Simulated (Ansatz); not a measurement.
Relaxation of a relaxed Fe cell, doubled along one cell vector, shaken by Gaussian noise of σ = 0.08 Å a coordinate; 2 atoms in the cell, which starts as P-1 (No. 2), aP2; a = 2.413 Å, b = 2.413 Å, c = 3.941 Å, α = 90.00°, β = 90.00°, γ = 109.47°. All values below come from PBEsol (plane waves to 420 eV, PAW, scalar-relativistic; Ansatz, a quantum-chemistry and plane-wave program). Γ-centred k-mesh 8×16×16 on the run's cell (coarser than for final values), Fermi–Dirac smearing 0.05 eV. This is the first round of the run. Spin-polarised start, with parallel moments on Fe.

The optimiser's lines from the output (shortened; P is positive under compression):

```
relax step   1: F+E_penalty+E_count = -8897.62011024 eV  Δ(F+E_penalty+E_count) = +0.000e0 eV  max|allowed force component| = 7.345e-1 eV/Å  Δτ_max = 0.0000 Å  P = +0.981 GPa  Ω = 21.642 Å³  (12 SCF iters, dr2 threshold 1.00e-7 eV, accepted)
relax step   2: F+E_penalty+E_count = -8897.67866524 eV  Δ(F+E_penalty+E_count) = -5.856e-2 eV  max|allowed force component| = 4.370e-1 eV/Å  Δτ_max = 0.0429 Å  P = +0.652 GPa  Ω = 21.594 Å³  (8 SCF iters, dr2 threshold 2.00e-7 eV, accepted)
relax step   3: F+E_penalty+E_count = -8897.70706306 eV  Δ(F+E_penalty+E_count) = -2.840e-2 eV  max|allowed force component| = 3.409e-2 eV/Å  Δτ_max = 0.0576 Å  P = +0.722 GPa  Ω = 21.543 Å³  (7 SCF iters, dr2 threshold 2.00e-7 eV, accepted)
relax step   4: F+E_penalty+E_count = -8897.70790682 eV  Δ(F+E_penalty+E_count) = -8.438e-4 eV  max|allowed force component| = 9.575e-4 eV/Å  Δτ_max = 0.0049 Å  P = -0.747 GPa  Ω = 21.685 Å³  (9 SCF iters, dr2 threshold 2.00e-7 eV, accepted)
relax step   5: F+E_penalty+E_count = -8897.70823141 eV  Δ(F+E_penalty+E_count) = -3.246e-4 eV  max|allowed force component| = 5.226e-4 eV/Å  Δτ_max = 0.0002 Å  P = +0.018 GPa  Ω = 21.610 Å³  (8 SCF iters, dr2 threshold 2.00e-7 eV, accepted)
relax step   6: F+E_penalty+E_count = -8897.70822994 eV  Δ(F+E_penalty+E_count) = +1.474e-6 eV  max|allowed force component| = 5.515e-6 eV/Å  Δτ_max = 0.0000 Å  P = -0.002 GPa  Ω = 21.612 Å³  (5 SCF iters, dr2 threshold 6.54e-9 eV, accepted)
relax step   7: F+E_penalty+E_count = -8897.70819148 eV  Δ(F+E_penalty+E_count) = +3.846e-5 eV  max|allowed force component| = 1.119e-5 eV/Å  Δτ_max = 0.0000 Å  P = +0.000 GPa  Ω = 21.612 Å³  stress off target by 1.38e-3 GPa  SCF on the basis re-selected at this cell (its energy is not comparable with the rows above)  (8 SCF iters)
```

From the first to the last row the energy changes by -0.04 eV/atom and the volume by -0.1 %. The last row is marked as not comparable with the walk above it, whose basis was carried along; it does compare with step 1, since both stand on a basis selected at the nominal cutoff for their own cell.

Later rounds, restarted from the end of this one on a renewed k-mesh, logged 4 more steps and released under 0.01 eV/atom more. The final structure after all rounds: Im-3m (No. 229), cI2, bcc (W type); a = 2.787 Å, b = 2.787 Å, c = 2.787 Å, α = 90.00°, β = 90.00°, γ = 90.00°. Spin state reached: ferromagnetic (net 2.10 μB/atom), from parallel starting moments; other spin orders were not run from this start.

The run could not lose the symmetry of its start.
